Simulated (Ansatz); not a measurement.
# Is this Zr₃Ti₂N₅ structure a true minimum?

The structure comes from a generated guess, relaxed at this level; another structure or a mixture of phases may lie lower.

Computed with DFT PBE, scalar-relativistic, plane waves, PAW (Ansatz). Settings: cutoff 420 eV, Γ-centred mesh 16×16×16 on the computed 10-atom cell, Gaussian smearing of 0.10 eV; no spin polarisation.

The cell below (10 atoms, space group I4/mmm (No. 139)) is relaxed within its symmetry.

```yaml
crystal:
  lattice:
    - [-1.58687, 1.58687, 11.15272]
    - [1.58687, -1.58687, 11.15272]
    - [1.58687, 1.58687, -11.15272]
  atoms:
    - { symbol: Zr, position: [0.39476, 0.39476, 0.00000] }
    - { symbol: Zr, position: [0.00000, 0.00000, 0.00000] }
    - { symbol: Zr, position: [0.60524, 0.60524, 0.00000] }
    - { symbol: Ti, position: [0.79546, 0.79546, 0.00000] }
    - { symbol: Ti, position: [0.20454, 0.20454, 0.00000] }
    - { symbol: N, position: [0.70376, 0.70376, 0.00000] }
    - { symbol: N, position: [0.29624, 0.29624, 0.00000] }
    - { symbol: N, position: [0.89538, 0.89538, 0.00000] }
    - { symbol: N, position: [0.50000, 0.50000, 0.00000] }
    - { symbol: N, position: [0.10462, 0.10462, 0.00000] }
```

For the test it was strained at random (σ = 1.5 % a component), the atoms were moved at random (σ = 0.05 Å), and all was relaxed again on a coarse 8×8×8 mesh (in the run’s order of axes) with 0.20 eV smearing, with no symmetry imposed.

Question: Does it come back?

Answer: It returns, within 1 meV/atom of the unmoved cell on that mesh and with the same symmetry when read at 0.1 Å. So it is stable against the distortions that fit this cell and that this random move excites. Modes that don't fit the cell aren't tested.
